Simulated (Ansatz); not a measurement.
# Phases of Yb at 6.4 GPa

Structure types of Yb are relaxed in primitive cells with their symmetry kept at 6.4 GPa, on PAW files; LAPW relaxes the small cells further and takes the PAW cell for the others (marked *). The enthalpy is E + pV at zero temperature, without zero-point motion. Only the types listed were tried, and differences under about 5 meV/atom are mesh noise. The real phase may be another.

All numbers are PBEsol results (scalar-relativistic) from Ansatz 0.2.0, with Fermi–Dirac smearing of 0.1 eV, no spin polarisation. Methods: LAPW: all electrons, basis error target 0.5 meV/atom; PAW: frozen-core files, cutoff 420 eV.

k meshes: fcc 14×14×14, bcc 14×14×14, hcp 13×13×7, dhcp 11×11×3.

Spin–orbit coupling is left out, which matters for the heavy atoms. The PAW files were made under PBE.

| start type | ends as | a, b, c (Å) | V (Å³/atom) | H − H(lowest), LAPW (meV/atom) |
| --- | --- | --- | --- | --- |
| fcc | fcc, Fm-3m | 4.723, 4.723, 4.723 | 26.34 | ? |
| bcc | bcc, Im-3m | 3.744, 3.744, 3.744 | 26.23 | 0.0 |
| hcp | hcp, P6_3/mmc | 3.330, 3.330, 5.460 | 26.21 | ? |
| dhcp* | dhcp, P6_3/mmc | 3.340, 3.340, 10.905 | 26.34 | 37.0 |

What belongs in the row "fcc", column "H − H(lowest), LAPW (meV/atom)"?

39.1.

Give the missing entry: row "hcp", column "H − H(lowest), LAPW (meV/atom)".

27.3.

Split the lead of bcc over hcp into energy and pV.

For hcp less bcc: ΔE = +28.3 meV/atom, and p·ΔV = 6.4 GPa × -0.0241 Å³ × 6.242 meV/(GPa·Å³) = -1.0 meV/atom, together 27.3 meV/atom. bcc wins by its internal energy, though it is the less dense.
